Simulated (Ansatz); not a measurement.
Harmonic thermodynamics of Si4Ni3Pt

Theory: Ansatz 0.2.0, DFT PBE, scalar-relativistic, plane waves, PAW. Plane waves to 420 eV; Γ-centred k mesh 8×8×8; Fermi-Dirac smearing of 0.15 eV. No spin polarisation. Phonons by linear response, acoustic sum rule imposed.

Equilibrium structure at this level:
```
Si Ni Pt
1.0
     4.57917    0.00000    0.00000
     0.00000    4.57917    0.00000
     0.00000    0.00000    4.81781
Si Ni Pt
4 3 1
Direct
  0.00000 0.50000 0.84893
  0.50000 0.00000 0.84893
  0.00000 0.00000 0.15352
  0.50000 0.50000 0.16536
  0.00000 0.50000 0.33210
  0.50000 0.00000 0.33210
  0.00000 0.00000 0.65987
  0.50000 0.50000 0.65920
```

The structure comes from a generated guess, relaxed at this level; another structure or a mixture of phases may lie lower. In a metal, frequencies and elastic constants depend on the k mesh and the smearing, soft modes and shear constants most. Spin–orbit coupling is left out, which matters for heavy elements.

Force constants from linear response on a 2×2×2 q mesh, interpolated to a fine mesh.

Q: How much zero-point energy does an atom carry?

A: 40.7 meV.

Q: How large are the vibrational entropy and heat capacity at 300 K?

A: S = 3.37 k_B and C_V = 2.70 k_B per atom, 90 % of the Dulong–Petit value.

Q: Tabulate them against temperature.

A:
| T (K) | F_vib (meV/atom) | S (k_B/atom) | C_V (k_B/atom) |
| --- | --- | --- | --- |
| 100 | 37.9 | 0.95 | 1.51 |
| 200 | 23.5 | 2.33 | 2.40 |
| 300 | -1.2 | 3.37 | 2.70 |
| 400 | -33.8 | 4.17 | 2.82 |
| 500 | -72.6 | 4.80 | 2.88 |
| 600 | -116.3 | 5.33 | 2.92 |
| 700 | -164.3 | 5.78 | 2.94 |
| 800 | -215.8 | 6.18 | 2.95 |
| 900 | -270.6 | 6.53 | 2.96 |
| 1000 | -328.2 | 6.84 | 2.97 |
